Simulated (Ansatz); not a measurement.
An Ansatz run on Ga4AsP3 as one 8-atom ordering (P-43m) on the zincblende lattice left the output below. Cell and atoms come from a relaxation with r2SCAN.

Structure:
```cif
data_structure
_symmetry_space_group_name_H-M 'P 1'
_symmetry_Int_Tables_number 1
_cell_length_a 5.5040
_cell_length_b 5.5040
_cell_length_c 5.5040
_cell_angle_alpha 90.000
_cell_angle_beta 90.000
_cell_angle_gamma 90.000
_cell_volume 166.74
loop_
_atom_site_label
_atom_site_type_symbol
_atom_site_fract_x
_atom_site_fract_y
_atom_site_fract_z
_atom_site_occupancy
P1 P 0.50000 0.00000 0.00000 1
Ga1 Ga 0.24581 0.75419 0.75419 1
P2 P 0.00000 0.50000 0.00000 1
Ga2 Ga 0.75419 0.24581 0.75419 1
P3 P 0.00000 0.00000 0.50000 1
Ga3 Ga 0.75419 0.75419 0.24581 1
As1 As 0.50000 0.50000 0.50000 1
Ga4 Ga 0.24581 0.24581 0.24581 1
```

Main lines of the log:
```
scf.n_extra_bands = 12 over 82 filled bands (N_el = 82.0): the run solves 94 bands
Pseudopotential: P, paw_fr, valence charge 5, recommended cutoff 420 eV (normal)
Pseudopotential: Ga, paw_fr, valence charge 13, recommended cutoff 420 eV (normal)
Pseudopotential: As, paw_fr, valence charge 15, recommended cutoff 420 eV (normal)
Functional definition: PBE
Crystal: 8 atoms, lattice volume = 166.742 Å³
Basis set: ecut = 420 eV, 3239 PW (Γ)
Bands: 94, of which v1, the nominal top of the filled ones, is band 82 counted from 1 (81 counted from 0)
Symmetry: 24 space group operations + 24 with time reversal
Magnetic group: BNS 215.71 (UNI 1573)
k-points: 20 of 216 (time reversal used)
preconditioner: auto → Resta (q_TF=auto, 2.424 Å⁻¹)  ε∞=4.3  [insulator: Δε(μ)=1.330 eV  σ=0.020 eV  ℏωp=24.4 eV]
NSCF: frozen V_eff on 4 k-points
Magnetization: |M| = 0.0000 μB,  M = (+0.0000, +0.0000, +0.0000) μB
Free energy (F): -22258.899510 eV
Fermi energy:    8.063811 eV
--- Forces (eV/Å), atoms counted from 1 ---
  atom   1  P       0.00000      0.00000      0.00000
  atom   2  Ga    -0.02801      0.02801      0.02801
  atom   3  P       0.00000      0.00000      0.00000
  atom   4  Ga      0.02801    -0.02801      0.02801
  atom   5  P       0.00000      0.00000      0.00000
  atom   6  Ga      0.02801      0.02801    -0.02801
  atom   7  As      0.00000      0.00000      0.00000
  atom   8  Ga    -0.02801    -0.02801    -0.02801
--- Stress (GPa, compression-positive) ---
        2.547031       0.000000       0.000000
        0.000000       2.547031       0.000000
        0.000000       0.000000       2.547031
  P = ⅓ Tr σ = 2.5470 GPa (25.470 kbar)
--- Band table (eV; the first three rows and the last of 20) ---
  k-point 0: bands = […, 4.7586, 4.7586, 7.2768, 7.2768, 7.4328, 7.4328, 7.4328, 7.4328, 8.6809, 8.6809, 8.8964, 8.8964, 9.1042, 9.1042, …]
  k-point 1: bands = […, 4.8146, 4.8146, 6.4236, 6.4236, 7.0182, 7.0182, 7.0967, 7.0967, 8.8859, 8.8859, 9.3142, 9.3142, 9.5880, 9.5880, …]
  k-point 2: bands = […, 5.1335, 5.1335, 5.1469, 5.1469, 6.3583, 6.3583, 6.4134, 6.4134, 9.0713, 9.0713, 10.0212, 10.0212, 10.2203, 10.2203, …]
  k-point 19: bands = […, 6.1739, 6.1739, 6.3473, 6.3473, 6.5394, 6.5394, 6.5394, 6.5394, 8.8372, 8.8372, 8.8667, 8.8667, 8.8691, 8.8691, …]
```

The file bands.tsv (bands near the Fermi energy, numbered from 0, rounded):
```tsv
# k_distance	band_72	band_73	band_74	band_75	band_76	band_77	band_78	band_79	band_80	band_81	band_82	band_83	band_84	band_85	band_86	band_87	band_88	band_89
# fermi_ev = 8.063811
# [0, 0, 0] at k_distance = 0.000000
# [0, 0.5, 0] at k_distance = 0.570779
# [0.5, 0.5, 0] at k_distance = 1.141558
# [0.5, 0.5, 0.5] at k_distance = 1.712337
# levels_relative_to = fermi_ev
0.000	-3.305	-3.305	-3.305	-3.305	-0.787	-0.787	-0.631	-0.631	-0.631	-0.631	0.617	0.617	0.833	0.833	1.040	1.040	1.040	1.040
0.571	-4.004	-4.004	-2.508	-2.508	-2.499	-2.499	-2.267	-2.267	-2.214	-2.214	1.335	1.335	1.532	1.532	2.822	2.822	2.945	2.945
1.142	-3.972	-3.972	-2.106	-2.106	-1.971	-1.971	-1.793	-1.793	-1.727	-1.727	2.234	2.234	2.236	2.236	2.404	2.404	2.571	2.571
1.712	-1.890	-1.890	-1.890	-1.890	-1.716	-1.716	-1.524	-1.524	-1.524	-1.524	0.773	0.773	0.803	0.803	0.805	0.805	0.805	0.805
```
In order the rows are Γ, X, M, R.

Problem. Which of these blocks stood in the input: relax, gw, phonons, dielectric, magnetization (spin_orbit)?

Solution. magnetization (spin_orbit). A single point prints forces and stress when the output block asks for them.

Problem. Which k mesh was typed?

Solution. 6×6×6, Γ-centred.

Problem. How were the bands filled?

Solution. With smearing of width σ = 0.02 eV (Fermi-Dirac in this run).

Run as `ansatz run input.yaml --threads 4 --pin off --max-ram 6451MiB --backend cpu --events-out ev --progress --plain --runs-dir out`. Wall time 45 s on 4 threads of Arm Neoverse V1 (shared host); peak host memory 1.8 GiB.

No magnetic order and no zero-point or thermal motion; the cell was built from a prototype and may be hypothetical.
